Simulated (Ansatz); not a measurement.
**AgTe2Pt in Ansatz, single run**

Launch command:

```bash
ansatz run input.yaml --threads 1 --pin off --max-ram 2560MiB --backend cpu --events-out ev --progress --plain --runs-dir out
```

The input file (Ansatz 0.2.0, plane waves):

```yaml
crystal:
  lattice:
    - [0.0, 3.778911, 0.0]
    - [3.778911, 0.0, 0.0]
    - [1.889456, 1.889456, -7.336101]
  atoms:
    - { symbol: Ag, position: [0.75, 0.25, 0.5] }
    - { symbol: Pt, position: [0.0, 0.0, 0.0] }
    - { symbol: Te, position: [0.369, 0.369, 0.262] }
    - { symbol: Te, position: [0.631, 0.631, 0.738] }
  symmetry: { tolerance: 0.0003 }
kpoints:
  mp_grid: { grid: [5, 5, 5], shift: [0, 0, 0] }
magnetization:
  spin_polarized: false
scf:
  occupations: { method: fermi_dirac, width: 0.0311 }
hamiltonian:
  pseudopotentials: { kind: paw }
  xc: pbesol
basis:
  ecutwfc: "36.7 Ry"
output:
  forces: true
  stress: true
  eigenvalues: true
  write_density: true
  write_potential: true
  elf: true
  volumetric_format: npy
accuracy: medium
```

Origin of the cell: a known structure type with other elements, at an estimated volume, so it need not be a known compound.

Output (shortened):

```
SCF iter   1: F=—  HF=-33706.267360 eV  Δρ=6.15e-3  dr2=4.76e-2  defer=4
SCF iter   2: F=—  HF=-33706.259767 eV  Δρ=2.86e-3  dr2=1.31e-2  defer=36
SCF iter   3: F=—  HF=-33706.257851 eV  Δρ=6.43e-4  dr2=5.97e-4  defer=36
SCF iter   4: F=—  HF=-33706.257882 eV  Δρ=2.17e-4  dr2=7.40e-5  defer=36
SCF iter   5: F=—  HF=-33706.257894 eV  Δρ=7.64e-5  dr2=1.06e-5  defer=36
SCF iter   6: F=—  HF=-33706.257895 eV  Δρ=2.51e-5  dr2=1.69e-6  defer=36
SCF iter   7: F=—  HF=-33706.257894 eV  Δρ=7.58e-6  dr2=3.07e-7  defer=36
SCF iter   8: F=-33706.257894 eV  HF=-33706.257894 eV  Δρ=3.30e-6  dr2=5.94e-8
SCF 1 converged in 8 iterations: F = -33706.257894 eV  dr2 = 5.94e-8
SCF converged after 8 iterations
Free energy (F): -33706.257894 eV
Harris-Foulkes:  -33706.257894 eV  (|F-HF|=5.09e-8)
Internal energy: -33706.243087 eV  (E = F + TS)
E sigma→0 (E₀):  -33706.250491 eV
Entropy (-TS):   -0.014807 eV (-3.702 meV/atom)
Fermi energy:    11.178271 eV
--- Per-component energies (eV) ---
  E_band       = -1129.534052
  E_kinetic    = 1524.302173
  E_local      = -7497.548278  (includes V_loc(G=0)·N_el)
  E_nonlocal   = -328.047671
  E_hartree    = 3687.023849
  E_xc         = -686.673244
  E_vxc        = -739.638285  (∫ρ·V_xc dr)
  E_paw        = -22320.638634  (= ΣΔE_a)
  E_vpaw       = -1462.646128  (= ΣTr[D̂ρ^β])
  E_aug_tail   = 0.000124  (compensation charges beyond the density's cutoff)
  E_ewald      = -8086.020757
  E_core_change = 1.359351  (= ΣΔE_core)
  E_smearing   = -0.014807  (= −TS)
  Σ components = -33706.257894   (vs F -33706.257894, Δ=0.00e0)
--- Forces (eV/Å), atoms counted from 1 ---
  atom   1  Ag     0.000000     0.000000     0.000000
  atom   2  Pt    -0.000000    -0.000000     0.000000
  atom   3  Te    -0.000000    -0.000000     2.927341
  atom   4  Te     0.000000     0.000000    -2.927341
  max |Σ_I F_I| component: 5.65e-17 eV/Å
--- Stress (GPa, compression-positive) ---
       -5.404176       0.000000      -0.000000
        0.000000      -5.404176      -0.000000
       -0.000000      -0.000000      -0.191967
  P = ⅓ Tr σ = -3.6668 GPa (-36.668 kbar)
```

Caveats: no moments, though an odd count or open d shells may carry them; no spin-orbit coupling, though heavy elements are present; the k mesh is coarse if the cell is a metal.

The run took 15 s of wall time on 1 CPU thread(s) of a shared host, from the program's own first density.
